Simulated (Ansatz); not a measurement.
The elements of this relaxed crystal are hidden behind letters.

```
lattice vectors (Å)
   1.2846    0.7416   10.2400
  -1.2846    0.7416   10.2400
   0.0000   -1.4833   10.2400
fractional positions
X 0.5965 0.5965 0.5965
X 0.2005 0.2005 0.2005
X 0.7995 0.7995 0.7995
X 0.4035 0.4035 0.4035
Z 0.0000 0.0000 0.0000
```

These are results of DFT PBE, scalar-relativistic, plane waves, PAW in Ansatz, not measurements. Cutoff 420 eV, Γ-centred 18×18×18 mesh (5-atom cell), Gaussian smearing of 0.10 eV, collinear spin.

* Space group: R-3m (No. 166)
* Conventional cell: a = 2.569 Å, c = 30.720 Å
* Volume per atom: 11.71 Å³
* Density: 8.21 g/cm³
* Formation energy: +0.12 eV/atom
* Gap on the 18×18×18 mesh of the 5-atom cell: 0 eV (a metal)
* Net moment per atom: 0.00 μB

Energies are uncorrected and count from the elements' standard states at the same level.

Problem. X is a d-block element of period 4 and Z is a p-block element of period 4. Which elements are they?

Solution. X = Mn, Z = Ga, so the formula is Mn4Ga. Density times volume gives a mean mass of 8.21 × 11.71/1.6605 = 57.9 u per atom, and this set has 57.9 u. Among the elements that the hints allow, noble gases aside, only these give it. Mn on its first site has 9 Mn at 2.43–2.57 Å and 3 Ga at 2.62 Å; around Mn on its second site lie 12 Mn at 2.43–2.57 Å; around Ga lie 6 Ga at 2.57 Å and 6 Mn at 2.62 Å.

Another magnetic order may lie lower. A structure relaxed within its symmetry needn't be a true minimum.
